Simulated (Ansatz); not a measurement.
W2C in space group P4/nmm (No. 129; W on 2a, W on 2c, C on 2c), plane-wave PAW PBE (Ansatz code), all energies at zero smearing, with the estimated change up to a 700 eV cutoff added, with one set of potentials and settings (totals compare only within such a set). Cell of 6 atoms (4 W, 2 C): -42035.357 eV.

| element | reference phase | E (eV/atom) |
|---|---|---|
| W | Im-3m, 1 atoms in the cell | -10384.8193 |
| C | P6_3/mmc, 4 atoms in the cell | -250.9479 |

Formation energy per atom, worked out: (-42035.357 − 4×(-10384.8193) − 2×(-250.9479))/6 = 0.969 eV/atom (94 kJ per mol of atoms), at 0 K, without zero-point energy or fitted corrections.

The cell is a constructed one: a structure type filled with these elements; neither database checked (COD, Materials Project) lists it. Its standing as an ambient phase is unchecked. The PBE relaxation kept the symmetry of its start; its stability against distortions is not shown here. No spin polarisation was allowed. The references are the lowest solids computed at this level, not always the standard phases. Spin–orbit coupling is left out wherever it is not named.

Potentials: the later of the program's two PAW sets.
